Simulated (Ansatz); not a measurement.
GaN:
```xyz
2
Lattice="2.9803 0.0000 0.0000 -1.4901 2.5810 0.0000 0.0000 0.0000 2.6831" Properties=species:S:1:pos:R:3 pbc="T T T"
Ga     0.0000     0.0000     0.0000
N      1.4901     0.8603     1.3415
```

Relaxed with PBE. Special points in fractions of this cell's reciprocal vectors: Γ (0.000, 0.000, 0.000); M (0.500, 0.000, 0.000); K (0.333, 0.333, 0.000); A (0.000, 0.000, 0.500); L (0.500, 0.000, 0.500); H (0.333, 0.333, 0.500).

Task: List the band energies nearest the Fermi level at these points for PBE (plane waves, PAW; program Ansatz).

Result: In eV from the Fermi level; about four levels below and three above (degenerate sets whole), none deeper than 8.9 eV; … stands for higher levels left out; points with the same levels are listed once.

| k | below | above |
|---|---|---|
| Γ | -1.16 -0.88 -0.88 -0.19 | … |
| M | -8.52 -2.71 | 0.20 2.53 7.23 |
| K | -7.73 -6.07 | 0.37 6.67 7.24 |
| A | – | 0.03 0.03 5.39 |
| L | -5.99 -5.28 -1.09 -0.58 | 7.34 … |
| H | -5.30 -4.91 -2.45 | 0.15 1.34 … |

Space group P-6m2. The cell is a constructed one: a structure type filled with these elements; neither database checked (COD, Materials Project) lists it. It is not the phase usual at ambient conditions (space group No. 186, 216). The cell was relaxed with PBE under the symmetry of its start; its stability against distortions is not shown here. Spin–orbit coupling is left out wherever it is not named.

Potentials: the earlier of the program's two PAW sets.
